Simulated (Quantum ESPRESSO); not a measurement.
# Kohn-Sham bands of AlAs (zinc blende)

```xyz
2
Lattice="0.0000 2.8379 2.8379 2.8379 0.0000 2.8379 2.8379 2.8379 0.0000" Properties=species:S:1:pos:R:3 pbc="T T T"
Al     0.0000     0.0000     0.0000
As     1.4189     1.4189     1.4189
```

Cell from Materials Project (mp-2172), symmetrised, no further relaxation. COD (Crystallography Open Database) has an entry of this formula and space group (matched by these alone). Method: PBEsol plane waves in Quantum ESPRESSO 7.5 (PseudoDojo norm-conserving files, 68 Ry, no spin polarisation, no spin-orbit coupling), Bloch states on a 10×10×10 mesh through Γ, Wannier90 4.0.1. Density: 10×10×10 mesh, cold smearing 0.01 Ry. Spin-orbit coupling, left out, would split the p-like bands by a few tenths of an eV.

Problem. List the Kohn-Sham levels between −8 and 4.3 eV relative to the valence-band maximum at the high-symmetry points, as a band run of pw.x on that density gives them (levels within 2 meV counted together).

Solution. 
```json
[
 {"point": "Γ", "k (reciprocal lattice)": "0.000 0.000 0.000", "levels (eV)": "0.00 (×3), 1.89, 4.26 (×3)"},
 {"point": "X", "k (reciprocal lattice)": "-0.500 -0.500 0.000", "levels (eV)": "-5.41, -2.17 (×2), 1.34, 2.23"},
 {"point": "U", "k (reciprocal lattice)": "-0.375 -0.375 0.250", "levels (eV)": "-5.15, -3.42, -1.79, 2.16"},
 {"point": "K", "k (reciprocal lattice)": "-0.375 0.000 0.375", "levels (eV)": "-5.15, -3.42, -1.79, 2.16"},
 {"point": "L", "k (reciprocal lattice)": "0.000 0.000 0.500", "levels (eV)": "-5.56, -0.82 (×2), 2.05"},
 {"point": "W", "k (reciprocal lattice)": "-0.500 -0.250 0.250", "levels (eV)": "-5.06, -3.18, -2.83, 4.24"}
]
```
